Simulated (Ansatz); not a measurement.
CaAu2: vacancy hop by nudged elastic band (Ansatz)

Input:

```yaml
crystal:
  lattice:
    - [-2.290012, 3.527117, 4.01001]
    - [9.160048, 0.0, 0.0]
    - [2.290012, 3.527117, -4.01001]
  atoms:
    - { symbol: Ca, position: [0.7959321, 0.27157964, 0.70551253] }
    - { symbol: Ca, position: [0.20919555, 0.22520887, 0.29915042] }
    - { symbol: Au, position: [0.22032999, 0.08365321, 0.88445876] }
    - { symbol: Au, position: [0.61835094, 0.08040547, 0.28653897] }
    - { symbol: Au, position: [0.38211299, 0.41576525, 0.71350002] }
    - { symbol: Ca, position: [0.8010258, 0.77398302, 0.70010815] }
    - { symbol: Ca, position: [0.1972862, 0.72303631, 0.30163473] }
    - { symbol: Au, position: [0.21544755, 0.58308375, 0.87857037] }
    - { symbol: Au, position: [0.61572203, 0.58498115, 0.2761635] }
    - { symbol: Au, position: [0.77896751, 0.91854019, 0.12048941] }
    - { symbol: Au, position: [0.38569885, 0.91416802, 0.72070292] }
kpoints:
  mp_grid: { grid: [3, 2, 3] }
magnetization:
  spin_polarized: false
scf:
  occupations: { method: cold, width: 0.15 }
hamiltonian:
  pseudopotentials: { kind: paw }
  xc: pbesol
basis:
  ecutwfc: 420
neb:
  images: 3
  relax_end_points: true
  climbing: true
  f_tol: 0.1
  max_iterations: 40
  order_check: false
  final_atoms:
    - { symbol: Ca, position: [0.7959321, 0.27157964, 0.70551253] }
    - { symbol: Ca, position: [0.20919555, 0.22520887, 0.29915042] }
    - { symbol: Au, position: [0.22032999, 0.08365321, 0.88445876] }
    - { symbol: Au, position: [0.61835094, 0.08040547, 0.28653897] }
    - { symbol: Au, position: [0.38211299, 0.41576525, 0.71350002] }
    - { symbol: Ca, position: [0.8010258, 0.77398302, 0.70010815] }
    - { symbol: Ca, position: [0.1972862, 0.72303631, 0.30163473] }
    - { symbol: Au, position: [-0.22388683, 0.41415008, 1.11609952] }
    - { symbol: Au, position: [0.61572203, 0.58498115, 0.2761635] }
    - { symbol: Au, position: [0.77896751, 0.91854019, 0.12048941] }
    - { symbol: Au, position: [0.38569885, 0.91416802, 0.72070292] }
```

Launch command:

```bash
ansatz run input.yaml --threads 4 --pin off --max-ram 8192MiB --backend cpu --events-out ev --progress --plain --runs-dir out
```

Origin of the cell: a database entry, scaled a little.

The cell is 1×2×1 cells of CaAu2 with one Au taken out; atom 8 (Au) hops into the empty site, 2.81 Å away before the end points are relaxed. All atoms were shaken by about 0.02 Å first.

Output (shortened):

```
SCF iter   1: F=—  HF=-98231.272312 eV  Δρ=4.48e-3  dr2=5.49e-2
SCF iter   2: F=—  HF=-98231.264404 eV  S|Δr|=    0.00e0  Δρ=3.23e-3  dr2=2.60e-2  defer=82
SCF iter   3: F=—  HF=-98231.257478 eV  S|Δr|=    0.00e0  Δρ=9.21e-4  dr2=3.33e-3  defer=82
[… 3 lines left out …]
SCF iter   7: F=—  HF=-98231.257137 eV  S|Δr|=    0.00e0  Δρ=1.02e-5  dr2=6.14e-7  defer=82
SCF iter   8: F=—  HF=-98231.257137 eV  S|Δr|=    0.00e0  Δρ=4.81e-6  dr2=1.00e-7
SCF iter   9: F=-98231.257137 eV  HF=-98231.257137 eV  S|Δr|=    0.00e0  Δρ=1.32e-6  dr2=8.04e-9
NEB iter   1: max|band force component| = 4.015e-1 eV/Å  barrier→ = 0.5935 eV  barrier← = 0.5936 eV  CI = image 2  Δτ_max = 0.1250 Å  (48 SCF iters)
NEB iter   2: max|band force component| = 2.446e-1 eV/Å  barrier→ = 0.5057 eV  barrier← = 0.5059 eV  CI = image 2  Δτ_max = 0.0419 Å  (29 SCF iters)
NEB iter   3: max|band force component| = 3.890e-2 eV/Å  barrier→ = 0.4788 eV  barrier← = 0.4790 eV  CI = image 2  Δτ_max = 0.0000 Å  (21 SCF iters)
--- NEB band (5 images, 3 band iterations, 98 SCF iterations, 65 more in tests of the images' electronic states and relaxations of end points) ---
  forward barrier  = 0.478825 eV
  backward barrier = 0.478970 eV
  lagrangian_above_aufbau_ev (what the smearing adds, to first order; not taken off the barriers): saddle image -0.002006 eV, end points +0.006068 and +0.006025 eV
  climbing image's point = of an order that was not read
  energies are F+E_penalty+E_count in eV, relative to image 0
  image     s (Å)  Δ vs image 0  max|band force component| (eV/Å)
      0    0.0000      0.000000                                 —
      1    0.6365      0.195849                          3.890e-2
  *   2    1.2732      0.478825                          2.878e-2
      3    1.9127      0.193747                          3.863e-2
      4    2.5520     -0.000146                                 —
```

The converged band:

```csv
image,path over all atoms (Å),ΔF (eV),Au x,y,z (Å)
0,0.00,0.000,6.85,3.84,-2.82
1,0.64,0.196,6.86,3.67,-3.36
2,1.27,0.479,6.86,3.53,-4.01
3,1.91,0.194,6.87,3.39,-4.66
4,2.55,0.000,6.87,3.22,-5.21
```

Relaxed start, forces in eV/Å:

```xyz
11
Lattice="-2.290 3.527 4.010 9.160 0.000 0.000 2.290 3.527 -4.010" Properties=species:S:1:pos:R:3:forces:R:3 pbc="T T T" image=0
Ca    2.335    5.303    0.279    0.007   -0.001    0.000
Ca    2.265    1.768   -0.360    0.014    0.005   -0.004
Au    2.284    3.838   -2.731    0.004    0.006    0.007
Au    0.222    3.208    1.426   -0.003    0.000    0.005
Au    4.583    3.770   -1.284    0.001   -0.011   -0.009
Ca    6.793    5.337    0.298   -0.004   -0.002   -0.004
Ca    6.878    1.810   -0.285   -0.006    0.000   -0.004
Au    6.852    3.837   -2.815   -0.004    0.003    0.011
Au    4.373    3.224    1.429    0.002   -0.006   -0.004
Au    6.870    3.252    2.630   -0.003    0.004   -0.001
Au    9.135    3.829   -1.263   -0.008    0.003    0.002
```

Highest image (2), forces in eV/Å:

```xyz
11
Lattice="-2.290 3.527 4.010 9.160 0.000 0.000 2.290 3.527 -4.010" Properties=species:S:1:pos:R:3:forces:R:3 pbc="T T T" image=2
Ca    2.232    5.239    0.316    0.006    0.027    0.019
Ca    2.225    1.799   -0.335   -0.002   -0.022    0.014
Au    2.312    3.862   -2.674    0.005   -0.010   -0.024
Au    0.152    3.255    1.414    0.020    0.004    0.025
Au    4.750    3.815   -1.384    0.029    0.007   -0.020
Ca    6.921    5.259    0.331    0.003    0.022   -0.013
Ca    6.913    1.820   -0.319   -0.006   -0.027   -0.019
Au    6.863    3.529   -4.012    0.000    0.000   -0.001
Au    4.395    3.244    1.381   -0.028   -0.007    0.020
Au    6.834    3.195    2.670   -0.005    0.011    0.025
Au    8.994    3.803   -1.418   -0.021   -0.004   -0.024
```

Relaxed end, forces in eV/Å:

```xyz
11
Lattice="-2.290 3.527 4.010 9.160 0.000 0.000 2.290 3.527 -4.010" Properties=species:S:1:pos:R:3:forces:R:3 pbc="T T T" image=4
Ca    2.270    5.249    0.281   -0.004    0.000    0.000
Ca    2.356    1.721   -0.301   -0.003   -0.001   -0.001
Au    2.277    3.801   -2.635   -0.004    0.002    0.001
Au    0.011    3.227    1.256    0.001    0.001    0.000
Au    4.771    3.836   -1.431    0.001   -0.001    0.000
Ca    6.875    5.289    0.358    0.006    0.001    0.000
Ca    6.806    1.756   -0.279    0.004   -0.002   -0.002
Au    6.874    3.220   -5.214   -0.002    0.001    0.002
Au    4.563    3.294    1.283    0.001    0.005    0.000
Au    6.863    3.219    2.725    0.000   -0.006    0.001
Au    8.925    3.851   -1.431    0.000    0.001    0.000
```

Barrier of this path: 0.48 eV forwards, 0.48 eV backwards, after 3 band iterations.

Caveats: no moments, though an odd count or open d shells may carry them; no spin-orbit coupling, though heavy elements are present; the k mesh is coarse if the cell is a metal; a small cell with a neutral vacancy and no spin, whose shape can make like sites unlike; the cell is held at a rescaled volume, and strain moves barriers; the hop was drawn among near neighbours and need not be the easiest path; few images and a loose tolerance, and neither the top nor the ends were tested for their order.

Time: 2.7 min on 4 threads of Arm Neoverse V1, on a shared host, peak memory 1.5 GiB, from the program's own first density.
